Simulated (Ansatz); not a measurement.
RbGeF3 (cubic perovskite) under strain

RbGeF3, cubic perovskite, relaxed with r2SCAN in the plane-wave code Ansatz. The symmetry is Pm-3m (No. 221, cubic); conventional cell a = 4.424 Å, 17.32 Å³ an atom. Rb has 12 F at 3.13 Å; Ge has 6 F at 2.21 Å; F has 2 Ge at 2.21 Å and 4 Rb at 3.13 Å.

The axes x, y and z are those of this cell:
```
Rb Ge F
1.0
     4.42436    0.00000    0.00000
     0.00000    4.42436    0.00000
     0.00000    0.00000    4.42436
Rb Ge F
1 1 3
Direct
  0.00000 0.00000 0.00000
  0.50000 0.50000 0.50000
  0.50000 0.50000 0.00000
  0.50000 0.00000 0.50000
  0.00000 0.50000 0.50000
```

Unstrained: With PBE the gap is 1.816 eV and direct, at R. r2SCAN gives a direct gap of 2.065 eV at R. HSE06 gives a direct gap of 2.737 eV at R. Meshes: PBE 6×6×6, r2SCAN 6×6×6, HSE06 4×4×4. Strains are changes of length per length, and xy shears are angles. After each strain the atoms were relaxed again with r2SCAN within the symmetry that the strain leaves, so tilts or polar shifts that break it weren't tested; points keep the names that they have in the unstrained zone. No spin polarisation and no zero-point or thermal motion; the cell was built from a prototype and may be hypothetical.

Changes of the least gap in eV (an overlap counts as a negative gap):
```
                                                      strain  volume change (%)  space group     PBE  r2SCAN   HSE06  energy rise, r2SCAN (meV/atom)
                                     uniaxial -2.0 % along x               -2.0       P4/mmm  -0.156  -0.167  -0.174                             2.4
epitaxial +3.0 % in the xy plane, free normal strain -1.86 %               +4.1       P4/mmm  +0.049  +0.047  +0.076                            10.1
                 xy shear, engineering strain (angle) +4.0 %                0.0         Cmmm  -0.130  -0.144  -0.140                             1.4
                                     uniaxial +0.5 % along z               +0.5       P4/mmm  -0.003  -0.004  +0.000                             0.1
```

Uniaxial -2.0 % along x, other directions held. HSE06: the gap goes from 2.737 to 2.563 eV (-0.174 eV). Stress change with r2SCAN, compression positive: xx +2.28, yy +0.75, zz +0.75 GPa.

Epitaxial +3.0 % in the xy plane, free normal strain -1.86 %. HSE06: the gap goes from 2.737 to 2.813 eV (+0.076 eV). Stress change with r2SCAN, compression positive: xx -2.95, yy -2.95, zz 0.00 GPa.

Xy shear, engineering strain (angle) +4.0 %. HSE06: the gap goes from 2.737 to 2.597 eV (-0.140 eV). Stress change with r2SCAN, compression positive: xx +0.01, yy +0.01, zz +0.01, xy -0.66 GPa.

Uniaxial +0.5 % along z, other directions held. HSE06: the gap goes from 2.737 to 2.737 eV (0.000 eV). Stress change with r2SCAN, compression positive: xx -0.18, yy -0.18, zz -0.50 GPa.

Spin-orbit coupling is left out.

The meshes of the hybrids are coarse, so their gaps aren't converged to the digits shown.
